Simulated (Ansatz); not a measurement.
Os:
```cif
data_Os8
_chemical_formula_sum 'Os8'
_space_group_name_H-M_alt 'Fd-3m :1'
_space_group_IT_number 227
_space_group_name_Hall 'F 4d 2 3 -1d'
_cell_length_a 5.55547
_cell_length_b 5.55547
_cell_length_c 5.55547
_cell_angle_alpha 90.000
_cell_angle_beta 90.000
_cell_angle_gamma 90.000
loop_
_atom_site_label
_atom_site_type_symbol
_atom_site_symmetry_multiplicity
_atom_site_Wyckoff_symbol
_atom_site_fract_x
_atom_site_fract_y
_atom_site_fract_z
_atom_site_occupancy
Os1 Os 8 b 0.50000 0.50000 0.50000 1
```
(The calculation used a cell of 2 atoms; values per cell refer to that cell.)

This is the PBE-relaxed structure.

Q: All from the program Ansatz at the PBE level (PAW), unless another level is named. Estimate the density of states at the Fermi level.

A: 0.80 states/eV per atom (mean over ±0.08 eV).

Q: And the gap with spin–orbit coupling?

A: none (metallic).

The cell is a constructed one: a structure type filled with these elements; neither database checked (COD, Materials Project) lists it. It is not the phase usual at ambient conditions (space group No. 194). The cell was relaxed with PBE under the symmetry of its start; of distortions, only those at the zone centre were tested. No spin polarisation was allowed. Scalar-relativistic: spin–orbit coupling is off unless named, which matters more the heavier the elements.

Potentials: the later of the program's two PAW sets.
